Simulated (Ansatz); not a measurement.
Relaxed-ion elastic tensor of SrAlO2F in space group P4/mmm (No. 123; Sr on 1d, Al on 1a, O on 2f, F on 1b) in GPa (Voigt order), DFT-PBEsol in the program Ansatz with PAW potentials; density 5.06 g/cm³, 10.87 Å³ per atom.

|  | 1 | 2 | 3 | 4 | 5 | 6 |
|---|---|---|---|---|---|---|
| 1 | 281 | 129 | 85.0 | 0.0 | 0.0 | 0.0 |
| 2 | 129 | 281 | 85.0 | 0.0 | 0.0 | 0.0 |
| 3 | 85.0 | 85.0 | 257 | 0.0 | 0.0 | 0.0 |
| 4 | 0.0 | 0.0 | 0.0 | 112 | 0.0 | 0.0 |
| 5 | 0.0 | 0.0 | 0.0 | 0.0 | 112 | 0.0 |
| 6 | 0.0 | 0.0 | 0.0 | 0.0 | 0.0 | 161 |

Task: Is the crystal mechanically stable?

Result: Yes: the smallest eigenvalue of C is 112 GPa.

Task: Work out the Voigt, Reuss and Hill averages.

Result: K_V = 157, K_R = 156, K_H = 156; G_V = 112, G_R = 105, G_H = 108 GPa.

Task: Give Young's modulus, Poisson's ratio, Pugh's ratio and the universal anisotropy index.

Result: E = 9KG/(3K + G) = 264 GPa; ν = 0.22; K/G = 1.44 (brittle by the Pugh limit of 1.75); A_U = 5G_V/G_R + K_V/K_R − 6 = 0.33.

Task: Estimate the sound speeds and the Debye temperature.

Result: v_l = √((K + 4G/3)/ρ) = 7710 m/s, v_t = √(G/ρ) = 4630 m/s, mean 5120 m/s; Θ = (h/k)(3n/4πV)^(1/3) v_m = 688 K.

Task: How much does each axis shrink under pressure?

Result: Linear compressibilities β_i = Σ_j S_ij (j = 1 to 3): x 1.9, y 1.9, z 2.6 per TPa.

The start of the workflow was typed in or built on a structure type; neither database checked (COD, Materials Project) lists it. Whether it is the stable phase at ambient conditions was not checked. The cell was relaxed with PBEsol under the symmetry of its start; whether a distortion lowers the energy is not shown.

Potentials: the earlier of the program's two PAW sets. The files were generated under PBE; for other functionals the program regenerates the frozen cores, and for LDA and PBEsol the local potential too.
